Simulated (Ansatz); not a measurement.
SnS₂:
```
SnS2
1.0
    0.00000     5.17911     5.17911
    5.17911     0.00000     5.17911
    5.17911     5.17911     0.00000
Sn S
4 8
Direct
  0.12500   0.62500   0.62500
  0.62500   0.62500   0.12500
  0.62500   0.12500   0.62500
  0.62500   0.62500   0.62500
  0.87005   0.37665   0.37665
  0.87335   0.87335   0.37995
  0.37665   0.87005   0.37665
  0.87335   0.87335   0.87335
  0.37665   0.37665   0.37665
  0.87335   0.37995   0.87335
  0.37665   0.37665   0.87005
  0.37995   0.87335   0.87335
```

Relaxed with PBEsol. Special points in fractions of this cell's reciprocal vectors: Γ (0.000, 0.000, 0.000); X (0.500, 0.000, 0.500); U (0.625, 0.250, 0.625); K (0.375, 0.375, 0.750); L (0.500, 0.500, 0.500); W (0.500, 0.250, 0.750).

**Question.** List the band energies nearest the valence-band maximum at these points for the program Ansatz at the PBEsol level (PAW).

**Answer.** In eV from the valence-band maximum; about four levels below and three above (degenerate sets whole), none deeper than 8.9 eV; points with the same levels are listed once.

```csv
k,below,above
Γ,-0.28 -0.28 -0.28 -0.10 -0.10 -0.10,1.06 1.06 1.06
X,-0.34 -0.34 -0.11 -0.11,2.51 2.51 2.76 2.76
U,-0.56 -0.49 -0.47 -0.02,2.43 2.67 2.69
L,-0.19 -0.19 -0.16 -0.16,2.06 2.06 2.44
W,-0.40 -0.40 -0.38 -0.38,2.65 2.65 2.76 2.76
```

Space group Fd-3m. The workflow started from a Materials Project entry (that database holds measured and hypothetical structures alike); the Crystallography Open Database copy checked does not list it. It is not the phase usual at ambient conditions (space group No. 164). The cell was relaxed with PBEsol under the symmetry of its start; whether a distortion lowers the energy is not shown. Spin–orbit coupling is left out wherever it is not named.

Potentials: the later of the program's two PAW sets.
